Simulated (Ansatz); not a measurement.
MgH$_{2}$:
```cif
data_H4Mg2
_chemical_formula_sum 'Mg2 H4'
_space_group_name_H-M_alt 'P42/mnm'
_space_group_IT_number 136
_space_group_name_Hall '-P 4n 2n'
_cell_length_a 4.48492
_cell_length_b 4.48492
_cell_length_c 2.99660
_cell_angle_alpha 90.000
_cell_angle_beta 90.000
_cell_angle_gamma 90.000
loop_
_atom_site_label
_atom_site_type_symbol
_atom_site_symmetry_multiplicity
_atom_site_Wyckoff_symbol
_atom_site_fract_x
_atom_site_fract_y
_atom_site_fract_z
_atom_site_occupancy
Mg1 Mg 2 a 0.00000 0.00000 0.00000 1
H1 H 4 f 0.30461 0.30461 0.00000 1
```

Relaxed with r²SCAN.

Decompose the optical modes at the zone centre into irreducible representations, and say which are infrared and Raman allowed.

Point group 4/mmm: Γ_opt = A1g + A2g + A2u + B1g + 2B1u + B2g + Eg + 3Eu. Infrared: A2u, Eu. Raman: A1g, B1g, B2g, Eg.

Assign frequencies (DFPT, the program Ansatz at the r²SCAN level (PAW); without the LO–TO term).

B1u 197, Eu 308, B1g 315, Eu 564, A2g 838, A2u 891, Eg 1008, B1u 1155, Eu 1224, A1g 1326, B2g 1517 cm⁻¹.

Subscripts of B labels follow the axes of the standard setting.

Space group P4_2/mnm (rutile). The r²SCAN relaxation kept the symmetry of its start; phonons on a q-mesh show no instability.

Potentials: the later of the program's two PAW sets.
